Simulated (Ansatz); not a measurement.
Moment against volume in Eu3Ag (Pm-3m)

The reference geometry is a structure from the Materials Project; nothing is relaxed.

Settings: LDA, 6×6×6 k mesh, Fermi–Dirac smearing of 0.08 eV. PAW means Ansatz 0.2.0 on its default frozen-core files; LAPW is all-electron LAPW in Ansatz 0.2.0. Site moments are integrated in spheres about the atoms, whose radii differ between the methods.

The reference run was typed so:

```yaml
crystal:
  lattice:
    - [5.103738, 0.0, 0.0]
    - [0.0, 5.103738, 0.0]
    - [0.0, 0.0, 5.103738]
  atoms:
    - { symbol: Eu, position: [0.0, 0.5, 0.5], spin: 7.0 }
    - { symbol: Eu, position: [0.5, 0.0, 0.5], spin: 7.0 }
    - { symbol: Eu, position: [0.5, 0.5, 0.0], spin: 7.0 }
    - { symbol: Ag, position: [0.0, 0.0, 0.0] }
magnetization:
  spin_polarized: true
kpoints:
  mp_grid: { grid: [6, 6, 6] }
scf:
  occupations: { method: fermi_dirac, width: 0.08 }
hamiltonian:
  xc: lda
  pseudopotentials: { kind: paw }
output:
  forces: true
  stress: true
  eigenvalues: true
  populations: true
  write_density: true
  write_potential: true
  elf: true
  volumetric_format: npy
```

Command: `ansatz run input.yaml --threads 2 --pin off --max-ram 6144MiB --backend cpu --events-out ev --progress --plain --runs-dir out`

The input for «volume scaled by 0.66» by LAPW differs from it in these lines, output keys apart:

```diff
-    - [5.103738, 0.0, 0.0]
-    - [0.0, 5.103738, 0.0]
-    - [0.0, 0.0, 5.103738]
+    - [4.443614245, 0.0, 0.0]
+    - [0.0, 4.443614245, 0.0]
+    - [0.0, 0.0, 4.443614245]
-  pseudopotentials: { kind: paw }
+  pseudopotentials: { kind: all_electron, lapw: { basis_error: 0.001 } }
```

The cell shown is scaled evenly to other volumes, and every spin-polarised run starts from the same moments.

The search for lower states is left at its default.

| V/V₀ | Å³/atom | M PAW (μB/cell) | M LAPW (μB/cell) | largest site moment, PAW (μB) | P PAW (GPa) | P LAPW (GPa) | F − F(unpolarised), PAW (meV/atom) |
| --- | --- | --- | --- | --- | --- | --- | --- |
| 0.66 | 21.94 | 21.94 | 21.97 | 6.92 | 12.3 | 12.5 | ? |
| 0.74 | 24.59 | 22.12 | – | 6.98 | 4.8 | – | -4567 |
| 0.8 | 26.59 | 22.21 | 22.22 | 7.02 | 1.4 | 1.5 | -4680 |
| 0.86 | 28.58 | 22.27 | – | 7.04 | -1.0 | – | -4772 |
| 0.92 | 30.58 | 22.30 | 22.31 | 7.06 | -2.6 | -2.6 | ? |
| 0.96 | 31.91 | 22.31 | – | 7.08 | -3.4 | – | -4891 |
| 1 | 33.24 | 22.31 | 22.32 | 7.09 | -4.0 | -3.9 | ? |
| 1.04 | 34.57 | 22.30 | – | 7.09 | -4.5 | – | -4962 |
| 1.1 | 36.56 | 22.27 | – | 7.10 | -4.9 | – | -5007 |
| 1.25 | 41.54 | 22.18 | – | 7.11 | -5.4 | – | -5093 |

Q: What belongs in the row "0.92", column "F − F(unpolarised), PAW (meV/atom)"?

A: -4848.

Q: Fill in "F − F(unpolarised), PAW (meV/atom)" for the row "0.66".

A: -4371.

Q: What belongs in the row "1", column "F − F(unpolarised), PAW (meV/atom)"?

A: -4929.

The moments survive down to the smallest volume, V/V₀ = 0.66 at 12 GPa, where the largest is 6.92 μB.

Q: How fast does the largest site moment change with volume about V₀?

A: d ln m/d ln V ≈ ln(7.093/7.077)/ln(1.04/0.96) = 0.03. A value this small marks a localised or saturated moment.

The PAW files were made with PBE; the program remakes their cores once for the run's functional and then keeps them frozen. Without U a semilocal functional puts the f levels too near the Fermi level, which can change moments and the order of magnetic states; site and cell moments are spin moments.  Spin–orbit coupling is left out although heavy atoms are present. With open f shells a run can end in a state that isn't the lowest. These are results for the start and cell typed. The real compound can order otherwise, in a larger cell, or not at all, since semilocal functionals at zero temperature often overstate magnetism.
